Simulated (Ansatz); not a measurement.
## Y2C: zone-centre modes under pressure

Y2C, R-3m, a = 3.531 Å, c = 18.059 Å. The structure is a COD entry; whether it is the stable form wasn't checked. Ansatz: LDA, PAW, 420 eV, Γ-centred 12×12×12 mesh on 3 atoms, Fermi-Dirac smearing 0.15 eV; no spin polarisation. Cell and atoms are relaxed at each pressure with the symmetry kept; optical modes at Γ by linear response, in cm⁻¹, matched by rank (the highest 3 distinct ones).

| P (GPa) | V (Å³/atom) | ω1 | ω2 | ω3 |
| --- | --- | --- | --- | --- |
| 0 | 21.672 | 229.1 | 365.7 | 411.6 |
| 3 | 20.741 | 238.3 | 378.0 | 426.0 |
| 10 | 19.111 | ? | ? | ? |

Question: Get each mode's Grüneisen parameter γ = −d ln ω/d ln V from the other rows and predict the missing frequencies.

Answer: ln(V/V0) = 0.0000, -0.0439, -0.1258; a line through ln(ω/ω0) of the 2 known rows gives ω1: γ = 0.897, predicted 256.5, computed 254.2; ω2: γ = 0.754, predicted 402.1, computed 406.8; ω3: γ = 0.783, predicted 454.2, computed 451.3. The worst miss is 1.2 %: γ isn't constant over this range. In a metal these frequencies hang on the mesh and smearing.